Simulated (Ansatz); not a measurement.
KF:
```cif
data_FK
_chemical_formula_sum 'K1 F1'
_space_group_name_H-M_alt 'P 1'
_space_group_IT_number 1
_cell_length_a 3.75230
_cell_length_b 3.75230
_cell_length_c 3.75230
_cell_angle_alpha 60.000
_cell_angle_beta 60.000
_cell_angle_gamma 60.000
loop_
_space_group_symop_operation_xyz
  'x, y, z'
loop_
_atom_site_label
_atom_site_type_symbol
_atom_site_fract_x
_atom_site_fract_y
_atom_site_fract_z
_atom_site_occupancy
K1 K 0.00000 0.00000 0.00000 1
F1 F 0.50000 0.50000 0.50000 1
```

Relaxed with PBEsol. PBEsol (plane waves, PAW; program Ansatz) gives a gap of 6.15 eV.

What gap does HSE06 give on the same cell (Ansatz, PAW)?

8.30 eV, 2.15 eV more. The hybrid was solved on a coarser mesh and at special points; its gap is the smallest among all of these.

```tsv
k	v1 PBEsol	c1 PBEsol	v1 HSE06	c1 HSE06
Γ	0.00	6.15	0.00	8.30
X	-0.05	8.13	…	…
L	-0.37	9.07	…	…
W	-0.16	9.71	…	…
K	-0.19	8.91	…	…
```

Top valence (v1) and lowest conduction level (c1) in eV from each method's valence maximum (which need not be a listed point): supply the withheld HSE06 values.


- L, v1 HSE06: -0.37
- L, c1 HSE06: 11.31
- X, v1 HSE06: -0.05
- X, c1 HSE06: 10.35
- W, v1 HSE06: -0.14
- W, c1 HSE06: 11.99
- K, v1 HSE06: -0.17
- K, c1 HSE06: 11.15

Cost on shared cores: the PBEsol run (SCF on a 9×9×9 mesh, then bands and DOS) roughly 5 core-seconds, the HSE06 run (SCF on 7×7×7, then a few points) roughly 60 core-seconds; the tasks are unlike.

Space group Fm-3m (rock salt). The cell was relaxed with PBEsol under the symmetry of its start.

Potentials: the later of the program's two PAW sets.
